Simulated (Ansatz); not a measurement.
P:
```xyz
10
Lattice="5.5946 0.0000 0.0000 -1.5415 6.0729 0.0000 0.0000 0.0000 33.0000" Properties=species:S:1:pos:R:3 pbc="T T F"
P      5.5917     0.0066    18.2223
P      5.5917     0.0066    14.7777
P     -0.8969     4.0576    17.6230
P     -0.8969     4.0576    15.3770
P      0.1198     1.3652    16.5000
P      1.2450     3.8864    14.7903
P      1.2450     3.8864    18.2097
P      1.9026     5.9064    15.3596
P      1.9026     5.9064    17.6404
P      1.9518     2.6337    16.5000
```
The layer is periodic in x and y and isolated along z.

Relaxed with r²SCAN+D4. Special points in fractions of this cell's reciprocal vectors: Γ (0.000, 0.000, 0.000); Y (0.500, 0.000, 0.000); H (0.614, -0.415, 0.000); C (0.500, -0.500, 0.000); H1 (0.386, -0.585, 0.000); X (0.000, -0.500, 0.000).

Problem. List the band energies nearest the valence-band maximum at these points for r²SCAN+D4 in the plane-wave PAW code Ansatz.

Solution. In eV from the valence-band maximum; about four levels below and three above (degenerate sets whole), none deeper than 8.9 eV; points with the same levels are listed once.

```
k                    below           above
-  -----------------------  --------------
Γ   -1.67 -0.89 -0.88 0.00  2.26 2.49 2.51
Y  -1.71 -1.50 -1.32 -0.49  1.80 2.32 2.36
H  -1.53 -1.52 -1.23 -0.86  1.56 1.71 2.34
C  -1.55 -1.41 -1.12 -1.04  1.36 1.65 2.03
X  -1.33 -1.21 -0.97 -0.76  1.53 1.62 2.61
```

Space group Pm. The layer was cut from a bulk entry of the Materials Project (measured or hypothetical); whether that bulk phase is the ambient one, and whether the layer has been isolated, was not checked. Symmetry was held in the r²SCAN+D4 relaxation; whether a distortion lowers the energy is not shown.

Potentials: the later of the program's two PAW sets.
